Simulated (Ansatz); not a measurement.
Bi$_{2}$SO$_{2}$ in space group P-3m1 (No. 164; Bi on 2d, S on 1b, O on 2d) at seven volumes, the program Ansatz at the PBEsol level (PAW), shape and atoms relaxed at each. One row is withheld.

| V (Å³/atom) | P (GPa) |
|---|---|
| 16.550 | 12.49 |
| 17.096 | 7.61 |
| 17.642 | 3.48 |
| 18.187 | 0.00 |
| 18.733 | -2.92 |
| 19.278 | -5.37 |
| 19.824 | ? |

### Question
Fit the shown pressures and predict the withheld one.

### Answer
Third-order Birch–Murnaghan: P = (3/2)B₀(x^(7/2) − x^(5/2))[1 + (3/4)(B′ − 4)(x − 1)] with x = (V₀/V)^(2/3). Least squares on the six rows gives V₀ = 18.189 Å³/atom, B₀ = 106.0 GPa, B′ = 4.69. At V = 19.824, x = 0.9442 and P = -7.46 GPa. The run itself gave -7.41 GPa.

The start of the workflow was typed in or built on a structure type; neither database checked (COD, Materials Project) lists it. Its standing as an ambient phase is unchecked. The PBEsol relaxation kept the symmetry of its start; its stability against distortions is not shown here. The volume moved by 33 % from the start of the relaxation. Scalar-relativistic: spin–orbit coupling is off unless named, which matters more the heavier the elements.

Potentials: the earlier of the program's two PAW sets. The files were generated under PBE; for other functionals the program regenerates the frozen cores, and for LDA and PBEsol the local potential too.
